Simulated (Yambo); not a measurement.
Ba₂MoCdO₆ (space group Fm-3m, No. 225), G0W0@LDA in Yambo with this input:

```
rim_cut
gw0
dyson
el_el_corr
HF_and_locXC
ppa
em1d
RandQpts= 1000000
RandGvec= 1 Ry
EXXRLvcs= 102 Ry
VXCRLvcs= 408 Ry
Chimod= "HARTREE"
% BndsRnXp
 6 | 296 |
%
NGsBlkXp= 8 Ry
% LongDrXp
 1.0 | 1.0 | 1.0 |
%
PPAPntXp= 27.2114 eV
% GbndRnge
 1 | 296 |
%
GTermKind= "BG"
DysSolver= "n"
ExtendOut
```

On a 2×2×2 mesh, with wavefunctions cut at 102 Ry, the gap (L → X) is 3.749 eV and the valence edge shifts by -0.464 eV.

Problem. What happens with this change: 145 bands in W?

Solution. The gap rises by 0.086 eV, to 3.835 eV; the shift of the valence edge becomes -0.383 eV. Neither run is shown to be the converged limit. In the run with 296 bands and a 8 Ry block, which covers more k points, the smallest G0W0 gap is 3.67 eV, Γ → X.

Spin-orbit coupling is not included.

Geometry of the Materials Project entry, not relaxed at this level; primitive cell a = 5.993 Å, b = 5.993 Å, c = 5.993 Å, α = 60.00°, β = 60.00°, γ = 60.00°.

The structure is a Materials Project entry; no match was found in the copy of COD used, and its stability was not checked.

A shift is the quasiparticle energy of the state minus its LDA energy.
